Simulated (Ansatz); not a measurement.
Starting structure, 1 Br2 a cell, upright, over a hollow Bi-Bi-Bi site (Bi, R-3m (No. 166), (1 0 1) face):

```
CELL_PARAMETERS angstrom
9.06518 0.00000 0.00000
-4.53259 8.20233 0.00000
0.00000 0.00000 25.86844
ATOMIC_POSITIONS crystal
Bi 0.48608 0.47215 0.30926
Bi 0.48608 0.97215 0.30926
Bi 0.98608 0.47215 0.30926
Bi 0.98608 0.97215 0.30926
Bi 0.66661 0.33321 0.37746
Bi 0.66661 0.83321 0.37746
Bi 0.16661 0.33321 0.37746
Bi 0.16661 0.83321 0.37746
Bi 0.82046 0.64092 0.46631
Bi 0.82046 0.14092 0.46631
Bi 0.32046 0.64092 0.46631
Bi 0.32046 0.14092 0.46631
Bi 0.98648 0.47296 0.52737
Bi 0.98648 0.97296 0.52737
Bi 0.48648 0.47296 0.52737
Bi 0.48648 0.97296 0.52737
Br 0.15315 0.30629 0.59618
Br 0.15315 0.30629 0.68834
```

These are results of Ansatz 0.2.0, DFT PBE+D3(BJ), scalar-relativistic, plane waves, PAW, not measurements. Settings: cutoff 420 eV, Γ-centred mesh 3×3×1 on the computed 18-atom cell, Gaussian smearing of 0.10 eV; no spin polarisation. The cell repeats along c with a dipole correction in the vacuum.

Atoms 1, 2, 3, 4, 5, 6, 7, 8 (counted from 1) are held. The cell is fixed. Force threshold 0.04 eV/Å.

Q: Where does it end?

A: The energy falls by 1.645 eV in 32 steps, to:

```
CELL_PARAMETERS angstrom
9.06518 0.00000 0.00000
-4.53259 8.20233 0.00000
0.00000 0.00000 25.86844
ATOMIC_POSITIONS crystal
Bi 0.48608 0.47215 0.30926
Bi 0.48608 0.97215 0.30926
Bi 0.98608 0.47215 0.30926
Bi 0.98608 0.97215 0.30926
Bi 0.66661 0.33321 0.37746
Bi 0.66661 0.83321 0.37746
Bi 0.16661 0.33321 0.37746
Bi 0.16661 0.83321 0.37746
Bi 0.79318 0.58635 0.47385
Bi 0.80238 0.14243 0.46541
Bi 0.31475 0.62949 0.46366
Bi 0.34005 0.14243 0.46541
Bi 0.00094 0.45901 0.53379
Bi 0.98317 0.96634 0.51043
Bi 0.45807 0.45901 0.53379
Bi 0.47475 0.94950 0.53024
Br 0.05737 0.11473 0.60300
Br 0.32254 0.64508 0.61154
```

The end is the local minimum or symmetric point that this start leads to. The slab is only 5.5 Å thick, so the energy isn't converged with thickness.

Spin–orbit coupling is left out, which can shift energies with elements as heavy as these.

Cost: 1 run of about 90 core-minutes, on Arm Neoverse V2 (shared hosts).